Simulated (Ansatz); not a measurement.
**Band table of SnSe**

```yaml
crystal:
  lattice:
    - [0.00000, 3.06903, 3.06903]
    - [3.06903, 0.00000, 3.06903]
    - [3.06903, 3.06903, 0.00000]
  atoms:
    - { symbol: Sn, position: [0.00000, 0.00000, 0.00000] }
    - { symbol: Se, position: [0.50000, 0.50000, 0.50000] }
```

Atom numbers follow the list: Sn1, Se2.

The geometry is COD entry 9008725, unchecked; take it as a test cell. The listed cell was then made from it by scaling, straining or moving an atom.

Spin–orbit coupling is left out, though it moves levels of the heavy atoms by tenths of an eV or more.

The calculation used DFT, LDA, all-electron LAPW, scalar-relativistic in Ansatz 0.2.0.

Settings: a Γ-centred 9×9×9 k mesh, Fermi–Dirac smearing of 0.02 eV, basis error target 0.25 meV/atom, no spin polarisation.

Path points, in fractions of the reciprocal vectors: Γ (0.000, 0.000, 0.000), X (0.500, 0.000, 0.500), U (0.625, 0.250, 0.625), K (0.375, 0.375, 0.750), L (0.500, 0.500, 0.500), W (0.500, 0.250, 0.750). Levels in eV from the valence-band top; bands 14 to 26, counted from the lowest band of the run. The gap is 0.38 eV, direct at L (0.5, 0.5, 0.5) (so small a gap may close at points that the mesh and path miss).

```
# k(1/Å) point b14 b15 b16 b17 b18 b19 b20 b21 b22 b23 b24 b25 b26
0.000 Γ -21.42 -21.42 -21.42 -21.42 -21.42 -13.45 -5.34 -1.93 -1.93 -1.93 4.07 4.07 4.07
0.205 - -21.42 -21.42 -21.42 -21.41 -21.41 -13.37 -5.68 -2.09 -2.09 -1.34 2.68 4.01 4.01
0.409 - -21.42 -21.42 -21.41 -21.41 -21.41 -13.13 -6.23 -2.46 -2.46 -0.88 1.46 4.10 4.10
0.614 - -21.43 -21.42 -21.41 -21.41 -21.41 -12.82 -6.52 -2.87 -2.87 -2.47 2.84 3.82 4.43
0.819 - -21.43 -21.42 -21.41 -21.40 -21.40 -12.53 -6.40 -4.12 -3.17 -3.17 3.39 4.65 4.82
1.024 X -21.44 -21.42 -21.41 -21.40 -21.40 -12.41 -6.07 -5.01 -3.28 -3.28 3.25 5.00 5.00
1.096 - -21.44 -21.42 -21.41 -21.40 -21.40 -12.41 -6.12 -4.99 -3.26 -3.23 3.30 4.91 4.94
1.168 - -21.44 -21.42 -21.41 -21.40 -21.40 -12.41 -6.26 -4.94 -3.21 -3.08 3.42 4.66 4.80
1.241 - -21.43 -21.42 -21.41 -21.40 -21.40 -12.41 -6.45 -4.87 -3.12 -2.87 3.51 4.31 4.70
1.313 - -21.43 -21.42 -21.41 -21.40 -21.40 -12.41 -6.66 -4.76 -2.99 -2.61 3.41 3.89 4.86
1.386 U -21.43 -21.42 -21.41 -21.41 -21.40 -12.41 -6.86 -4.62 -2.83 -2.32 3.10 3.45 5.06
1.511 - -21.43 -21.42 -21.41 -21.41 -21.40 -12.42 -6.95 -4.47 -3.21 -1.66 2.31 3.72 4.88
1.636 - -21.43 -21.42 -21.41 -21.41 -21.40 -12.43 -7.01 -4.17 -3.70 -0.91 1.46 4.11 4.59
1.762 - -21.43 -21.42 -21.41 -21.41 -21.40 -12.43 -7.01 -4.17 -3.70 -0.91 1.46 4.11 4.59
1.887 - -21.43 -21.42 -21.41 -21.41 -21.40 -12.42 -6.95 -4.47 -3.21 -1.66 2.31 3.72 4.88
2.012 K -21.43 -21.42 -21.41 -21.41 -21.40 -12.41 -6.86 -4.62 -2.83 -2.32 3.10 3.45 5.06
2.230 - -21.43 -21.42 -21.41 -21.41 -21.41 -12.52 -7.24 -4.06 -2.22 -1.34 1.87 2.24 4.48
2.447 - -21.42 -21.42 -21.41 -21.41 -21.41 -12.78 -7.11 -3.35 -1.65 -0.29 0.82 1.61 4.00
2.664 - -21.42 -21.42 -21.42 -21.41 -21.41 -13.10 -6.51 -2.63 -1.59 -0.66 1.55 2.05 3.82
2.881 - -21.42 -21.42 -21.42 -21.42 -21.41 -13.36 -5.75 -2.11 -1.82 -1.51 3.09 3.25 3.95
3.098 Γ -21.42 -21.42 -21.42 -21.42 -21.42 -13.45 -5.34 -1.93 -1.93 -1.93 4.07 4.07 4.07
3.275 - -21.42 -21.42 -21.42 -21.42 -21.42 -13.39 -5.63 -1.92 -1.92 -1.71 3.51 3.64 3.64
3.453 - -21.42 -21.42 -21.42 -21.41 -21.41 -13.21 -6.29 -1.87 -1.87 -1.23 2.51 2.81 2.81
3.630 - -21.42 -21.42 -21.41 -21.41 -21.41 -12.97 -7.01 -1.80 -1.80 -0.76 1.57 2.03 2.03
3.807 - -21.42 -21.42 -21.41 -21.41 -21.41 -12.74 -7.56 -1.72 -1.72 -0.32 0.82 1.48 1.48
3.985 L -21.42 -21.42 -21.41 -21.41 -21.41 -12.64 -7.78 -1.68 -1.68 0.00 0.38 1.28 1.28
4.129 - -21.42 -21.42 -21.41 -21.41 -21.41 -12.62 -7.71 -2.20 -1.86 -0.25 0.43 1.55 2.14
4.274 - -21.42 -21.42 -21.41 -21.41 -21.41 -12.56 -7.53 -3.01 -2.48 -0.68 0.87 2.43 3.28
4.419 - -21.43 -21.42 -21.41 -21.41 -21.40 -12.48 -7.25 -3.69 -3.31 -0.77 1.14 3.55 4.15
4.564 - -21.43 -21.42 -21.41 -21.41 -21.40 -12.41 -6.95 -4.13 -4.00 -0.76 1.35 4.38 4.55
4.708 W -21.43 -21.42 -21.41 -21.41 -21.40 -12.39 -6.80 -4.28 -4.28 -0.75 1.43 4.63 4.63
4.811 - -21.43 -21.41 -21.41 -21.41 -21.40 -12.39 -6.74 -4.53 -4.02 -1.14 1.89 4.30 4.93
4.913 - -21.43 -21.42 -21.41 -21.41 -21.40 -12.40 -6.59 -4.73 -3.75 -1.87 2.82 3.94 5.19
5.016 - -21.44 -21.42 -21.41 -21.40 -21.40 -12.41 -6.38 -4.88 -3.51 -2.57 3.60 3.82 5.28
5.118 - -21.44 -21.42 -21.41 -21.40 -21.40 -12.41 -6.17 -4.97 -3.34 -3.08 3.35 4.65 5.07
5.220 X -21.44 -21.42 -21.41 -21.40 -21.40 -12.41 -6.07 -5.01 -3.28 -3.28 3.25 5.00 5.00
```
